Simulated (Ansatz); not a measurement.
Values for one crystal, relaxed and computed with the program Ansatz at the r²SCAN level (PAW); other levels are named.

| Quantity | Value |
|---|---|
| Volume per atom | 15.94 Å³ |
| Band gap | 7.07 eV (direct) |
| Hill bulk and shear moduli | 9.6 and 22.2 GPa |
| HSE06 gap on the r²SCAN cell | 8.90 eV |
| Dynamical stability on the path | stable (no imaginary branch) |
| Young's modulus | 37.5 GPa |
| Electron effective mass, band 2 of 3 at the edge | 1.5 along x, 1.7 along z (mₑ) |

Problem. Pick the material that matches.
A. BaTe, rock salt
B. KF, rock salt
C. ScF3, R-3c (Sc on 6b, F on 18e)
D. SnO2, rutile

Solution. C, ScF3, R-3c (Sc on 6b, F on 18e)

The first step of the workflow began from a Materials Project structure, measured or hypothetical; the Crystallography Open Database copy checked does not list it. COD files the formula under space group No. 155, 191, 194, 221, so this cell is another polymorph or a model. Whether it is the stable phase at ambient conditions was not checked. Symmetry was held in the r²SCAN relaxation. No spin polarisation was allowed.

Potentials: the later of the program's two PAW sets.
